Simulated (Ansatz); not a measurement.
Put SiSe3 in Imma (No. 74): Si on 4a; Se on 4e and 8g. The guess for SiSe3 was made by a generator: perovskite family, tilts a0b-b- (A site vacant; B site Si; X site Se).

These are results of Ansatz, DFT PBE, scalar-relativistic, plane waves, PAW, not measurements. Cutoff 420 eV, Γ-centred mesh, Gaussian smearing, no spin polarisation.

The zero of energy is the elements' standard structures at the same level; no fitted shifts are applied.

**Question.** Which cell and coordinates does it relax to?

**Answer.**

Space group Imma (No. 74). a = 7.341 Å, b = 7.910 Å, c = 6.724 Å, α = 90.00°, β = 90.00°, γ = 90.00°
```
atom  site  symmetry       x       y       z
  Si    4a     2/m..  0.0000  0.0000  0.0000
  Se    4e       mm2  0.5000  0.7500  0.3035
  Se    8g       .2.  0.2500  0.4010  0.2500
```

Si is surrounded by 2 Se at 2.38 Å and 4 Se at 2.61 Å; Se on a site of symmetry mm2 has 2 Si at 2.38 Å; Se on a site of symmetry 2 has 1 Se at 2.39 Å and 2 Si at 2.61 Å. Another local minimum with the same sites may exist.

**Question.** And its energy and gap?

**Answer.** The energy over the elements is +0.01 eV/atom. The gap on the 8×8×8 mesh of the 8-atom cell is 0 eV (a metal). The formation energy is too near zero to say whether this cell lies below the elements.

The last run used Gaussian smearing of 0.10 eV. For metals, differences of a few meV/atom aren't resolved. The reference form of Se is held partly by dispersion forces, which this level lacks. A structure relaxed within its symmetry needn't be a true minimum.
